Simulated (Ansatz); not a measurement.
Cell and atoms are relaxed with the symmetry kept. Start:

```xyz
14
Lattice="6.6844 0.0000 0.0000 0.0000 6.6844 0.0000 0.0000 0.0000 6.6844" Properties=species:S:1:pos:R:3 pbc="T T T"
Si    3.3422    3.3422    3.3422
Si    0.0000    0.0000    0.0000
C     5.0133    1.6711    1.6711
C     1.6711    1.6711    5.0133
C     5.0133    5.0133    5.0133
C     1.6711    5.0133    1.6711
N     0.9729    5.7115    0.9729
N     4.3150    4.3150    4.3150
N     5.7115    5.7115    5.7115
N     2.3693    4.3150    2.3693
N     2.3693    2.3693    4.3150
N     4.3150    2.3693    2.3693
N     0.9729    0.9729    5.7115
N     5.7115    0.9729    0.9729
```

These are results of DFT r2SCAN, scalar-relativistic, plane waves, PAW (Ansatz 0.2.0), not measurements.

Plane waves to 500 eV, a k mesh through Γ of 4×4×4 on the computed 14-atom cell and Gaussian smearing (0.02 eV); no spin polarisation.

Q: What does it relax to?

A: The volume falls by 0.41 Å³/atom to 20.92 Å³/atom, and the energy falls by 3.4 meV/atom. Final structure:
```cif
data_structure
_symmetry_space_group_name_H-M 'P 1'
_symmetry_Int_Tables_number 1
_cell_length_a 6.6412
_cell_length_b 6.6412
_cell_length_c 6.6412
_cell_angle_alpha 90.000
_cell_angle_beta 90.000
_cell_angle_gamma 90.000
_cell_volume 292.92
loop_
_atom_site_label
_atom_site_type_symbol
_atom_site_fract_x
_atom_site_fract_y
_atom_site_fract_z
_atom_site_occupancy
Si1 Si 0.50000 0.50000 0.50000 1
Si2 Si 0.00000 0.00000 0.00000 1
C1 C 0.75000 0.25000 0.25000 1
C2 C 0.25000 0.25000 0.75000 1
C3 C 0.75000 0.75000 0.75000 1
C4 C 0.25000 0.75000 0.25000 1
N1 N 0.14567 0.85433 0.14567 1
N2 N 0.64567 0.64567 0.64567 1
N3 N 0.85433 0.85433 0.85433 1
N4 N 0.35433 0.64567 0.35433 1
N5 N 0.35433 0.35433 0.64567 1
N6 N 0.64567 0.35433 0.35433 1
N7 N 0.14567 0.14567 0.85433 1
N8 N 0.85433 0.14567 0.14567 1
```

Course of the relaxation (steps run on the plane waves of an earlier cell, and the basis is chosen afresh near the end, so energy and pressure can step there; trial steps that raised the energy were taken back; energies are free energies):

| step | E − E_final (meV/atom) | largest force component (eV/Å) | P (GPa) | V (Å³/atom) |
| --- | --- | --- | --- | --- |
| 1 | 3.4 | 0.336 | -2.45 | 21.33 |
| 2 | 0.2 | 0.058 | -0.53 | 21.04 |
| 3 | -0.1 | 0.009 | 0.00 | 20.93 |
| 4 | -0.1 | 0.000 | 0.00 | 20.92 |
| 5 | 0.0 | 0.000 | 0.00 | 20.92 |

Cost: 1 run of about 3.7 core-minutes, on Intel Xeon Processor @ 2.50GHz (Skylake/Cascade Lake) (shared hosts).